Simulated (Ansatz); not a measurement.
A crystal relaxed with r2SCAN+rVV10 in Ansatz 0.2.0 has space group P6_3/mmc (No. 194) and a = 4.018 Å, c = 16.926 Å.

| atom | site | x | y | z |
| --- | --- | --- | --- | --- |
| In | 4f | 0.3333 | 0.6667 | 0.1677 |
| Xx | 4f | 0.3333 | 0.6667 | 0.5928 |

The r2SCAN gap is direct at Γ: 0.88 eV. With HSE06 the gap is 1.19 eV and direct, at Γ. Meshes: r2SCAN 12×12×2, HSE06 6×6×2.

Question: Which element is Xx?
A. O
B. S
C. Te
D. Se

Answer: D. Xx is Se: an 8-atom cell of InSe started from a crystallographic database. Around In lie 3 Se at 2.64 Å and 1 In at 2.79 Å; around Se lie 3 In at 2.64 Å.

Calculated for a static, non-magnetic cell.

Spin-orbit coupling is left out, which matters wherever the heavy atoms make up the band edges.

The meshes of the hybrids are coarse, so their gaps aren't converged to the digits shown.
